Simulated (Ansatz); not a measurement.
Computed properties of BaSi2

BaSi$_{2}$:
```
BaSi2
1.0
    4.03488     0.00000     0.00000
   -2.01744     3.49431     0.00000
    0.00000     0.00000     5.20310
Ba Si
1 2
Direct
  0.00000   0.00000   0.00000
  0.66667   0.33333   0.55977
  0.33333   0.66667   0.44023
```

Space group P-3m1 (No. 164); conventional cell a = 4.0349 Å, b = 4.0349 Å, c = 5.2031 Å, α = 90.00°, β = 90.00°, γ = 120.00°.

Method: plane-wave PAW PBEsol (Ansatz code). Geometry: relaxed at this level of theory. Other levels are named where they apply.

### Cell and energy

- Volume per atom: 24.45 Å³
- Density: 4.38 g/cm³
- Formation energy from the elements (no fitted shifts): -435 meV/atom

### Electronic structure

- Electronic character: metallic (no gap)
- Density of states at the Fermi level: 0.34 states/eV per atom (mean over ±0.08 eV)
- Gap with spin–orbit coupling: none (metallic)

### Mechanics

- Bulk modulus (Birch–Murnaghan fit) = 55.7 GPa
- Pressure derivative B′ = 4.5
- Elastic constants (relaxed ions, GPa) = C11 = 123, C12 = 37.7, C13 = 32.2, C14 = -20.7, C33 = 78.0, C44 = 53.9
- Mechanical stability = stable (all eigenvalues of C positive)
- Hill bulk and shear moduli = 57.2 and 40.8 GPa
- Young's modulus = 98.8 GPa
- Poisson's ratio = 0.21
- Debye temperature from the elastic constants = 346 K

### Phonons

- Highest zone-centre frequency: 12.43 THz
- Zone-centre stability: no imaginary mode at Γ

The workflow started from a Materials Project entry (that database holds measured and hypothetical structures alike); the Crystallography Open Database copy checked does not list it. COD files the formula under space group No. 62, 191, so this cell is another polymorph or a model. Whether it is the stable phase at ambient conditions was not checked. The cell was relaxed with PBEsol under the symmetry of its start. As this level gives no gap, shear constants depend on the k-mesh and smearing (Fermi–Dirac, 0.1 eV here). As this level gives no gap, phonon frequencies hold no LO–TO term and depend on the k-mesh and smearing (Fermi–Dirac, 0.1 eV here). The references are the lowest solids computed at this level, not always the standard phases. Scalar-relativistic: spin–orbit coupling is off unless named, which matters more the heavier the elements.

Potentials: the later of the program's two PAW sets.
